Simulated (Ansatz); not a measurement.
Total density of states per atom from r²SCAN (plane waves, PAW; program Ansatz), in 0.25 eV bins, energy from the Fermi level:

(E (eV), states/eV/atom): (-7.85, 0.17); (-7.60, 0.57); (-7.35, 0.77); (-7.10, 1.21); (-6.85, 1.16); (-6.60, 1.05); (-6.35, 0.42); (-6.10, 0.00); (-5.85, 0.00); (-5.60, 0.00); (-5.35, 0.00); (-5.10, 0.01); (-4.85, 0.04); (-4.60, 0.15); (-4.35, 0.37); (-4.10, 0.51); (-3.85, 0.56); (-3.60, 0.54); (-3.35, 0.47); (-3.10, 1.00); (-2.85, 0.98); (-2.60, 0.70); (-2.35, 0.48); (-2.10, 0.81); (-1.85, 0.76); (-1.60, 0.29); (-1.35, 0.15); (-1.10, 0.17); (-0.85, 0.24); (-0.60, 0.35); (-0.35, 0.41); (-0.10, 0.37); (0.15, 0.40); (0.40, 0.47); (0.65, 0.56); (0.90, 0.71); (1.15, 0.69); (1.40, 0.70); (1.65, 0.87); (1.90, 0.92); (2.15, 0.81); (2.40, 0.71); (2.65, 0.62); (2.90, 0.60); (3.15, 0.69); (3.40, 0.93); (3.65, 1.05); (3.90, 0.87)

Q: Which compound is it?
A. TaSi, rock salt
B. TaAl3, I4/mmm (Ta on 2a, Al on 2b, Al on 4d)
C. GdN, rock salt
D. Ta2N, anti-CdI2 type

A: D, Ta2N, anti-CdI2 type. Within 0.5 eV of the Fermi level: Ta 5d 90 %, N 2p 7 %. Projections are on Löwdin-orthogonalised atomic valence shells; empty p or d shells of many metals are not among them.

Space group P-3m1 (anti-CdI2 type). The r²SCAN relaxation kept the symmetry of its start. The run is not spin-polarised. The volume moved by 19 % from the start of the relaxation. With an odd number of electrons in the cell and no spin polarisation, the count alone makes it a metal. Scalar-relativistic: spin–orbit coupling is off unless named, which matters more the heavier the elements.

Potentials: the later of the program's two PAW sets.
